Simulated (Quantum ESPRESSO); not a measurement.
One change at a time to AuHfTi6

All numbers below are calculated, not measured. They come from Quantum ESPRESSO 7.5, a public plane-wave density functional program. Each row is one single-point run on a made-up periodic cell of eight metal atoms, with elements, volume, strain and displacements drawn at random and not relaxed, so a cell may be unstable or far from any real phase. There is no spin polarisation or spin-orbit coupling.

Settings: PBE unless stated; PseudoDojo standard norm-conserving files; Fermi-Dirac width 0.25 eV, which means electrons at about 2900 K; cutoff 1143 eV; 8 x 4 x 4 k mesh shifted half a step off Gamma. E is the free energy of the whole cell (internal energy minus TS), so a -TS column is already part of it. Stress is positive in tension, and the pressure P is minus a third of its trace.

Checks: one run of this series was repeated at a higher cutoff and on a denser mesh, which moved values by no more than 0.002 eV, 0.08 GPa and 0.005 eV/Å, and a second program with other atomic files agreed on it to 2 % rms in force and 0.5 GPa in pressure. Known limits: the tin pseudopotential is less sure than most, with forces differing by about three percent from a second method on plain tin; heavy elements are run without spin-orbit coupling, which real alloys of them have; a spin test at this wide smearing found no moment, but such smearing suppresses magnetism that the real alloy may have.

The lattice is hexagonal close-packed, and the cell vectors in Å are (-2.880, -0.001, -0.008); (-0.010, 5.085, -4.627); (-0.015, -5.084, -4.626), a volume of 135.48 Å³ in run 1. The elements on sites 1 to 8 are Ti Au Hf Ti Ti Ti Ti Ti. Each later run makes one change to run 1 and keeps the rest. E is counted from run 1, and is n/a where other atomic files have another zero of energy.

```
run,change,V (Å³),P (GPa),-TS (eV),rms force (eV/Å),largest change of a force component (eV/Å),E (eV)
1,none,135.48,9.70,-2.220,0.454,0.000,0.000
2,sites 2 and 6 exchanged,135.48,9.45,-2.161,0.440,0.413,-0.073
3,all lengths scaled by -0.82 %,132.17,13.42,-2.162,0.490,0.097,?
4,LDA in place of PBE,135.48,-0.74,-2.251,0.369,0.211,n/a
5,Sn on site 6,135.48,14.84,-1.949,0.418,0.782,n/a
6,site 2 moved by +0.20 Å along y,135.48,10.03,-2.219,0.463,1.176,0.077
```

## Worked estimate

Along a uniform scaling dE = -P dV. The mean of the two pressures is 11.560 GPa and the volume changes by -3.31 Å³, with 160.2 GPa to one eV/Å³. The same two rows give -V dP/dV = 150 GPa for this cell with clamped atoms, which is not the bulk modulus of a real alloy.

## Withheld value

Question: what E should run 3 give?

The estimate is 0.239 eV. The calculation gave 0.238 eV.
